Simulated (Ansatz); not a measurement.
## Band structure of Li

```xyz
1
Lattice="-1.7500 1.7500 1.7500 1.7500 -1.7500 1.7500 1.7500 1.7500 -1.7500" Properties=species:S:1:pos:R:3 pbc="T T T"
Li    0.0000    0.0000    0.0000
```

The structure is an experimental refinement, used without relaxation.

Level of theory: DFT, PBEsol, all-electron LAPW, scalar-relativistic in Ansatz 0.2.0.

Numerical set-up: a Γ-centred 15×15×15 k mesh, Fermi–Dirac smearing of 0.08 eV, basis error target 0.25 meV/atom, no spin polarisation.

Points in fractions of the reciprocal vectors of this cell: Γ (0, 0, 0), H (0.5, -0.5, 0.5), N (0, 0, 0.5), P (0.25, 0.25, 0.25). The path joins them by straight lines in the order Γ–H–N–Γ–P–H–P–N; legs that retrace an earlier one aren't tabulated. Energies are in eV from the Fermi level.

(1) List the levels at P between -8 and 6 eV.

(2) List the levels at H between -8 and 6 eV.

(3) List the levels at Γ between -8 and 6 eV.

(4) What is the band gap?

## Answers

(1) 3.25 (×3).

(2) 5.31 (×3).

(3) -3.52.

(4) none: with an odd electron count and no spin polarisation the bands can't all be full, a metal in this set-up (spin order or a larger cell could open a gap).
